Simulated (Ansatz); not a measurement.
TaAlB:
```
CELL_PARAMETERS angstrom
      1.65978    -7.28241     0.00000
      1.65978     7.28241     0.00000
      0.00000     0.00000     3.08816
ATOMIC_POSITIONS crystal
  Al 0.70119 0.29881 0.25000
  Al 0.29881 0.70119 0.75000
  B  0.46888 0.53112 0.75000
  B  0.53112 0.46888 0.25000
  Ta 0.08903 0.91097 0.75000
  Ta 0.91097 0.08903 0.25000
```

This is the r²SCAN-relaxed structure.

Q: All from DFT-r²SCAN in the program Ansatz with PAW potentials, unless another level is named. Estimate the electronic character.

A: metallic (no gap).

Q: Predict the formation energy from the elements (no fitted shifts).

A: -0.55 eV/atom.

Q: Next, the density of states at the Fermi level?

A: 0.33 states/eV per atom (mean over ±0.08 eV).

Space group Cmcm. The start of the workflow was typed in or built on a structure type; neither database checked (COD, Materials Project) lists it. Whether it is the stable phase at ambient conditions was not checked. The r²SCAN relaxation kept the symmetry of its start; its stability against distortions is not shown here. No spin polarisation was allowed. The references are the lowest solids computed at this level, not always the standard phases. Scalar-relativistic: spin–orbit coupling is off unless named, which matters more the heavier the elements.

Potentials: the earlier of the program's two PAW sets. The files were generated under PBE; for other functionals the program regenerates the frozen cores, and for LDA and PBEsol the local potential too.
